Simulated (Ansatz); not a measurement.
# NaBOF2: checking a database structure before trusting its electric field gradients

The cell is a Materials Project structure (computed, not necessarily an observed phase).

Space group C2/c (No. 15); a = 11.9601, b = 6.9539, c = 9.4427 Å, β = 113.68°.

```
site  Wyckoff  site symmetry       x       y       z
 Na1       4c             -1  0.2500  0.2500  0.0000
 Na3       8f              1  0.5932  0.7245  0.4982
  B7       4e              2  0.5000  0.2892  0.2500
  B9       8f              1  0.6043  0.9750  0.2456
 O13       8f              1  0.6001  0.1816  0.2446
 O17       4e              2  0.5000  0.8775  0.2500
 F19       8f              1  0.7136  0.9131  0.3824
 F23       8f              1  0.5464  0.4194  0.3850
 F27       8f              1  0.6260  0.9082  0.1123
```

One atom of each set is listed; the run and its k-mesh use a cell of 30 atoms with edges of 6.92, 6.92, 9.44 Å.

All values are calculated (Ansatz; DFT, PBE, plane waves and PAW, scalar-relativistic, 420 eV cutoff, Γ-centred 4×4×3 k-points, Fermi–Dirac smearing 0.02 eV), not measured.

Problem. Do the atoms and the cell lie near the calculated equilibrium?

Solution. Nearly. The largest force is 0.18 eV/Å, on atom 27 (F: 1 B at 1.46 Å; also 3 Na at 2.41–2.74 Å), and the pressure is 0.1 GPa. Relaxing the atoms is still advisable, since electric field gradients respond to shifts of a few hundredths of an ångström.
